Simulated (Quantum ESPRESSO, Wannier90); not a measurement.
## Tight-binding from DFT: Ag (fcc (Cu type))

Materials Project entry mp-124; symmetrised, unrelaxed at this level. This is the element's usual structure. Computed values, not measurements, from LDA: Quantum ESPRESSO (norm-conserving PseudoDojo potentials, cutoff 69 Ry, no spin polarisation, no spin-orbit coupling) on a Γ-centred 10×10×10 mesh, then Wannier90. Density: 18×18×18 mesh, cold smearing 0.01 Ry.

Input w.win:

```
num_bands = 17
num_wann = 9
exclude_bands = 1-4
num_iter = 0
conv_tol = 1.0e-6
conv_window = 4
dis_num_iter = 1000
dis_conv_tol = 1.0e-6
dis_froz_max = 18.15
write_hr = true
write_u_matrices = true
begin projections
Ag: s;p;d
end projections
begin unit_cell_cart
ang
    0.0000000000    2.0521800000    2.0521800000
    2.0521800000    0.0000000000    2.0521800000
    2.0521800000    2.0521800000    0.0000000000
end unit_cell_cart
begin atoms_frac
Ag   0.0000000000  0.0000000000  0.0000000000
end atoms_frac
mp_grid = 10 10 10
begin kpoints
0.0000000000 0.0000000000 0.0000000000
0.0000000000 0.0000000000 0.1000000000
0.0000000000 0.0000000000 0.2000000000
... (997 more lines: the 10x10x10 mesh through Gamma)
end kpoints
```

On the energy scale of pw.x, whose zero is arbitrary, the Fermi level lies at 16.65 eV. Lines of w_hr.dat (R1 R2 R3 m n Re Im, eV) for R = 0 and one of the shortest lattice vectors, rounded to 0.01 eV, lines under 0.02 eV left out; orbitals in order: Ag1 s, Ag1 pz, Ag1 px, Ag1 py, Ag1 dz2, Ag1 dxz, Ag1 dyz, Ag1 dx2-y2, Ag1 dxy.

```
    0    0    0    1    1    21.12     0.00
    0    0    0    2    2    28.15     0.00
    0    0    0    3    3    28.15     0.00
    0    0    0    4    4    28.15     0.00
    0    0    0    5    5    12.53     0.00
    0    0    0    6    6    12.47     0.00
    0    0    0    7    7    12.47     0.00
    0    0    0    8    8    12.53     0.00
    0    0    0    9    9    12.47     0.00
   -1    0    0    1    1    -0.75     0.00
   -1    0    0    2    1     1.22     0.00
   -1    0    0    4    1     1.22     0.00
   -1    0    0    5    1    -0.10     0.00
   -1    0    0    7    1    -0.34     0.00
   -1    0    0    8    1     0.18     0.00
   -1    0    0    1    2    -1.22     0.00
   -1    0    0    2    2     1.23     0.00
   -1    0    0    4    2     1.78     0.00
   -1    0    0    5    2     0.03     0.00
   -1    0    0    7    2    -0.30     0.00
   -1    0    0    8    2     0.24     0.00
   -1    0    0    3    3    -0.04     0.00
   -1    0    0    6    3     0.15     0.00
   -1    0    0    9    3     0.15     0.00
   -1    0    0    1    4    -1.22     0.00
   -1    0    0    2    4     1.78     0.00
   -1    0    0    4    4     1.22     0.00
   -1    0    0    5    4    -0.22     0.00
   -1    0    0    7    4    -0.30     0.00
   -1    0    0    8    4     0.09     0.00
   -1    0    0    1    5    -0.10     0.00
   -1    0    0    2    5    -0.03     0.00
   -1    0    0    4    5     0.22     0.00
   -1    0    0    5    5     0.16     0.00
   -1    0    0    7    5    -0.09     0.00
   -1    0    0    8    5     0.18     0.00
   -1    0    0    3    6    -0.15     0.00
   -1    0    0    6    6     0.10     0.00
   -1    0    0    9    6     0.16     0.00
   -1    0    0    1    7    -0.34     0.00
   -1    0    0    2    7     0.30     0.00
   -1    0    0    4    7     0.30     0.00
   -1    0    0    5    7    -0.09     0.00
   -1    0    0    7    7    -0.35     0.00
   -1    0    0    8    7     0.15     0.00
   -1    0    0    1    8     0.18     0.00
   -1    0    0    2    8    -0.24     0.00
   -1    0    0    4    8    -0.09     0.00
   -1    0    0    5    8     0.18     0.00
   -1    0    0    7    8     0.15     0.00
   -1    0    0    8    8    -0.05     0.00
   -1    0    0    3    9    -0.15     0.00
   -1    0    0    6    9     0.16     0.00
   -1    0    0    9    9     0.10     0.00
```
